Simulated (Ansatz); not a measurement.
With PBE (plane waves, PAW; program Ansatz), GaN in the hexagonal phase (P6_222; Ga on 3d, N on 3c) relaxes to a = 3.164 Å, c = 7.439 Å. Its formation energy from the elements is -0.063 eV/atom, with no fitted shifts.

The Kohn–Sham gap is 1.20 eV (direct). The valence maximum lies at Γ and the conduction minimum at Γ. Gap from PBE with spin–orbit coupling: 1.20 eV. Electrons at the band edge weigh 0.12 mₑ (isotropic). The hole mass is 0.54, 0.54, 5.3 mₑ (principal values).

An equation-of-state fit gives a bulk modulus of 180 GPa.

The start of the workflow was typed in or built on a structure type; neither database checked (COD, Materials Project) lists it. It is not the phase usual at ambient conditions (space group No. 186, 216). Symmetry was held in the PBE relaxation; whether a distortion lowers the energy is not shown. The references are the lowest solids computed at this level, not always the standard phases (solids in place of the gases). Scalar-relativistic: spin–orbit coupling is off unless named, which matters more the heavier the elements.

Potentials: the later of the program's two PAW sets.
